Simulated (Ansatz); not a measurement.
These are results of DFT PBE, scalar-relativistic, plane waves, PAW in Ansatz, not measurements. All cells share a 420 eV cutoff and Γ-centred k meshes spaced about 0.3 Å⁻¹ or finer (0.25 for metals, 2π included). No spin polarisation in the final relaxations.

These are static total energies at zero pressure. All come from trial cells, and lower structures may exist.

Question: Order these relaxed structures of Sn2Pb by energy, lowest first, with the energy over the lowest of them.
A.

```xyz
3
Lattice="5.5512 0.0000 0.0000 -2.7756 4.8075 0.0000 0.0000 0.0000 3.2733" Properties=species:S:1:pos:R:3 pbc="T T T"
Sn    0.0000    3.2050    1.6366
Sn    2.7756    1.6025    1.6366
Pb    0.0000    0.0000    0.0000
```

B.

```xyz
6
Lattice="0.0000 4.4964 4.4964 4.4964 0.0000 4.4964 4.4964 4.4964 0.0000" Properties=species:S:1:pos:R:3 pbc="T T T"
Sn    3.3723    3.3723    5.6204
Sn    5.6204    5.6204    5.6204
Sn    3.3723    5.6204    3.3723
Sn    5.6204    3.3723    3.3723
Pb    2.2482    2.2482    2.2482
Pb    0.0000    0.0000    0.0000
```

C.

```xyz
3
Lattice="3.3238 0.0000 0.0000 -1.6619 2.8785 0.0000 0.0000 0.0000 9.3960" Properties=species:S:1:pos:R:3 pbc="T T T"
Sn    0.0000    0.0000    3.1763
Sn    0.0000    0.0000    6.2197
Pb    0.0000    0.0000    0.0000
```

D.

```xyz
3
Lattice="-2.0113 2.0113 5.4399 2.0113 -2.0113 5.4399 2.0113 2.0113 -5.4399" Properties=species:S:1:pos:R:3 pbc="T T T"
Sn    0.0000    0.0000    3.5034
Sn    0.0000    0.0000    7.3764
Pb    0.0000    0.0000    0.0000
```

Answer: A (0 meV/atom), D (26 meV/atom), C (43 meV/atom), B (75 meV/atom). Forms: A P6/mmm; D MoSi2 (C11b) type, I4/mmm; C P6/mmm; B cubic Laves (C15) type, Fd-3m. Counting all near atoms (those within 1.25 times the shortest distance at each site; a plus sign parts nearer from farther groups): A has Sn 11, Pb 14; D has Sn 9+5, Pb 10+4; C has Sn 8, Pb 8; B has Sn 6+6, Pb 16. Even the lowest lies +0.03 eV/atom against the elements.

These runs have no spin–orbit coupling, which can matter for Pb. Cells relaxed within their symmetry can be saddle points. Some types were kept out of the candidates beforehand, so the set may lack a known form.
